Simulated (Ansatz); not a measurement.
Relaxed Sr (fcc, Cu type):

```xyz
4
Lattice="6.0289 0.0000 0.0000 0.0000 6.0289 0.0000 0.0000 0.0000 6.0289" Properties=species:S:1:pos:R:3 pbc="T T T"
Sr     0.0000     0.0000     0.0000
Sr     3.0145     3.0145     0.0000
Sr     3.0145     0.0000     3.0145
Sr     0.0000     3.0145     3.0145
```

The numbers are results of PBE (plane waves to 420 eV, PAW, scalar-relativistic; Ansatz, a quantum-chemistry and plane-wave program), not measurements. k mesh 6×6×6 (Γ-centred), Fermi-Dirac smearing 0.05 eV. With partly filled bands, energies and forces of such displacements shift with the k mesh and the smearing. Sr was relaxed with its symmetry unable to fall.

One atom of the cell was then moved (with its periodic images), all else fixed, and the forces (eV/Å) came out as:

```csv
atom,Fx,Fy,Fz
Sr1,0.000,0.000,0.649
Sr2,0.000,0.000,0.649
Sr3,0.000,0.000,-1.402
Sr4,0.000,0.000,0.105
```

**Question.** Which atom was moved, and by which vector (Å)?

**Answer.** Sr3, by (0.00, 0.00, 0.77), 0.77 Å in all.

(A displaced cell: forces are minus the slopes of the energy, force constants its curvatures, and phonons follow from these.)
